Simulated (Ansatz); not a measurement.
Input and command of a calculation in Ansatz (plane waves; scalar-relativistic PAW potentials unless the input names others):

```yaml
crystal:
  lattice:
    - [0.0, 2.0431, 1.940945]
    - [2.0431, 0.0, 1.940945]
    - [2.0431, 2.0431, 0.0]
  atoms:
    - { symbol: Ag, position: [0.0, 0.0, 0.0] }
basis:
  ecutwfc: 420
  ecutrho_ratio: 6
kpoints:
  mp_grid: { grid: [20, 20, 20] }
hamiltonian:
  xc: pbesol
scf:
  occupations: { method: gaussian, width: 0.15 }
  initial_density: { chi_scale: 0.0 }
output:
  forces: true
  eigenvalues: true
  stress: true
```

```bash
ansatz run input.yaml --threads 1 --pin off --max-ram 2560MiB --backend cpu --events-out ev --progress --plain --runs-dir out
```

Abridged log:
```
Basis set: ecut = 420 eV, 323 PW (Γ), exchange–correlation on 48×48×48 points (8 copies of the dense FFT grid, shifted against one another)
Bands: 14, of which v1, the nominal top of the filled ones, is band 10 counted from 1 (9 counted from 0)
Symmetry: 16 space group operations
k-points: 641 of 8000
SCF iter   1: F=—  HF=-7522.596220 eV  |F-HF|=—  |Δ(HF+E_count)|=         —  Δρ=8.64e-2  dr2=1.26e0  ethr=3.10e-3  ⟨swp⟩=4.2  Hψ=42924  notcnv=0
SCF iter   2: F=—  HF=-7522.283896 eV  |F-HF|=—  |Δ(HF+E_count)|=   3.12e-1  Δρ=2.91e-2  dr2=1.40e-1  ethr=3.10e-3  ⟨swp⟩=2.7  Hψ=19554  notcnv=0  defer=253
SCF iter   3: F=—  HF=-7522.242162 eV  |F-HF|=—  |Δ(HF+E_count)|=   4.17e-2  Δρ=7.93e-3  dr2=4.69e-3  ethr=7.39e-4  ⟨swp⟩=2.5  Hψ=13313  notcnv=0  defer=253
SCF iter   4: F=—  HF=-7522.242487 eV  |F-HF|=—  |Δ(HF+E_count)|=   3.24e-4  Δρ=1.27e-3  dr2=2.13e-4  ethr=2.47e-5  ⟨swp⟩=2.4  Hψ=14056  notcnv=0  defer=253
SCF iter   5: F=—  HF=-7522.242460 eV  |F-HF|=—  |Δ(HF+E_count)|=   2.66e-5  Δρ=3.86e-5  dr2=1.13e-7  ethr=1.12e-6  ⟨swp⟩=2.5  Hψ=13674  notcnv=0  defer=253
SCF iter   6: F=—  HF=-7522.242465 eV  |F-HF|=—  |Δ(HF+E_count)|=   4.67e-6  Δρ=1.42e-5  dr2=2.45e-8  ethr=5.26e-10  ⟨swp⟩=6.1  Hψ=38723  notcnv=0
SCF iter   7: F=-7522.242465 eV  HF=-7522.242465 eV  |F-HF|=1.37e-10  |Δ(HF+E_count)|=   5.08e-9  Δρ=1.35e-6  dr2=2.20e-10  ethr=1.29e-10  ⟨swp⟩=2.0  Hψ=27033  notcnv=0
SCF 1 converged in 7 iterations: F = -7522.242465 eV  dr2 = 2.20e-10
SCF converged after 7 iterations
Free energy (F): -7522.242465 eV
Harris-Foulkes:  -7522.242465 eV  (|F-HF|=1.37e-10)
Internal energy: -7522.239982 eV  (E = F + TS)
E sigma→0 (E₀):  -7522.241224 eV
Entropy (-TS):   -0.002482 eV (-2.482 meV/atom)
Fermi energy:    18.364606 eV
--- Forces (eV/Å), atoms counted from 1 ---
  atom   1  Ag     0.00000000     0.00000000     0.00000000
--- Stress (GPa, compression-positive) ---
        2.984826       0.000000       0.000000
        0.000000       2.984826       0.000000
        0.000000       0.000000       5.022760
  P = ⅓ Tr σ = 3.6641 GPa (36.641 kbar)
```

Apart from outputs and empty bands, the input differs from a reference run on usual settings in basis.ecutrho_ratio: not typed → 6; scf.initial_density.chi_scale: not typed → 0.0. The reference, at the same geometry (not necessarily relaxed), gave pressure 3.66 GPa, largest force 0.000 eV/Å, no gap on the mesh. This run converged in 7 SCF iterations (reference: 6) with an energy at zero smearing within 0.01 meV/atom of the reference's, pressure 3.66 GPa, largest force 0.000 eV/Å, no gap on the mesh.

It took 4.5 s on 1 thread of AMD EPYC 9R14 (Zen 4), with other jobs on the host, peak memory 0.44 GiB.